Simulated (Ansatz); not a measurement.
## Does relaxation matter for the field gradients of ZnS with fluorine replacing S?

Start: a supercell of ZnS (space group P6_3mc) built from a COD entry, with all atoms left at the host's positions.

```cif
data_Zn12S11F
_symmetry_space_group_name_H-M 'P31m'
_symmetry_Int_Tables_number 157
_cell_length_a 6.6211
_cell_length_b 6.6211
_cell_length_c 12.5200
_cell_angle_alpha 90.000
_cell_angle_beta 90.000
_cell_angle_gamma 120.000
loop_
_atom_site_label
_atom_site_type_symbol
_atom_site_symmetry_multiplicity
_atom_site_Wyckoff_symbol
_atom_site_fract_x
_atom_site_fract_y
_atom_site_fract_z
Zn1 Zn 3 c 0.6667 0.6667 0.0000
Zn4 Zn 3 c 0.6667 0.6667 0.5000
Zn7 Zn 1 a 0.0000 0.0000 0.2500
Zn8 Zn 2 b 0.3333 0.6667 0.2500
Zn10 Zn 3 c 0.0000 0.6667 0.7500
S13 S 3 c 0.6667 0.6667 0.1875
S16 S 3 c 0.6667 0.6667 0.6875
F F 1 a 0.0000 0.0000 0.4375
S20 S 2 b 0.3333 0.6667 0.4375
S22 S 3 c 0.0000 0.6667 0.9375
```

One atom of each set is listed.

Method: Kohn–Sham DFT in Ansatz, PBE, plane waves and PAW, scalar-relativistic, 420 eV cutoff, Γ-centred 3×3×2 k-points, Fermi–Dirac smearing 0.01 eV, cell charge +1.

The largest force at the start is 0.54 eV/Å. Relaxing the ions at fixed cell moves them by 0.422 Å at most (atom 7, Zn) and 0.115 Å rms.

| site | moved (Å) | first shell before | first shell after | V_zz before (10²¹ V/m²) | η before |
| --- | --- | --- | --- | --- | --- |
| Zn1 | 0.042 | 4 S at 2.34–2.35 Å | 4 S at 2.32–2.39 Å | 1.08 | 0.09 |
| Zn4 | 0.055 | 3 S at 2.34–2.35 Å, 1 F at 2.34 Å | 1 F at 2.25 Å, 3 S at 2.29–2.37 Å | 8.12 | 0.11 |
| Zn7 | 0.422 | 3 S at 2.34 Å, 1 F at 2.35 Å | 3 S at 2.26 Å | 8.75 | 0.00 |
| Zn8 | 0.003 | 4 S at 2.34–2.35 Å | 4 S at 2.33–2.34 Å | 0.84 | 0.00 |
| Zn10 | 0.015 | 4 S at 2.34–2.35 Å | 4 S at 2.34–2.35 Å | -0.50 | 0.96 |
| S13 | 0.026 | 4 Zn at 2.34–2.35 Å | 4 Zn at 2.26–2.39 Å | 1.97 | 0.08 |
| S16 | 0.022 | 4 Zn at 2.34–2.35 Å | 4 Zn at 2.29–2.35 Å | 2.86 | 0.02 |
| F | 0.349 | 4 Zn at 2.34–2.35 Å | 3 Zn at 2.25 Å | -0.58 | 0.00 |
| S20 | 0.001 | 4 Zn at 2.34–2.35 Å | 4 Zn at 2.34–2.37 Å | -3.36 | 0.00 |
| S22 | 0.006 | 4 Zn at 2.34–2.35 Å | 4 Zn at 2.32–2.34 Å | 1.10 | 0.20 |

Question: What are V_zz and η after the relaxation?

Answer: 

```csv
site,V_zz after,η after,change of V_zz
Zn1,1.92,0.25,+0.84
Zn4,6.78,0.41,-1.34
Zn7,14.87,0.00,+6.12
Zn8,-0.069,0.00,-0.91
Zn10,-0.34,0.16,+0.16
S13,1.99,0.04,–
S16,1.90,0.18,-0.96
F,-7.27,0.00,-6.69
S20,-2.06,0.00,+1.30
S22,0.39,0.13,-0.71
```

The largest change of V_zz along a kept axis is on F, from -0.58 to -7.27. Where |V_zz| stays above 0.1 and the axes keep their order, η moves most on Zn10, from 0.96 to 0.16. On Zn1 V_xx and V_yy change places (or their axes turn by over 50°), so the two values of η hide a larger change. V_zz changes sign on Zn8 (same axis). On S13 the largest principal value lies along another axis in the second run, so the two V_zz can't be compared directly. The host's own positions weren't relaxed first, so part of the change far from the defect can be the host's relaxation.

The defect repeats with the cell of 24 atoms, so it feels its images: sites between two images don't show the values beside a lone defect, and zeros or small values of η there can come from the images' arrangement. S and Zn carry a gradient in the pure host already, so the values there aren't the defect's effect alone. A uniform background compensates the cell's charge.
Before: The neighbours have not yet relaxed around the defect (largest force 0.54 eV/Å), so a real crystal will differ.
After: The relaxation keeps the site symmetry 3m of the start, so the impurity can move only along its axis; a start off the site could end lower.
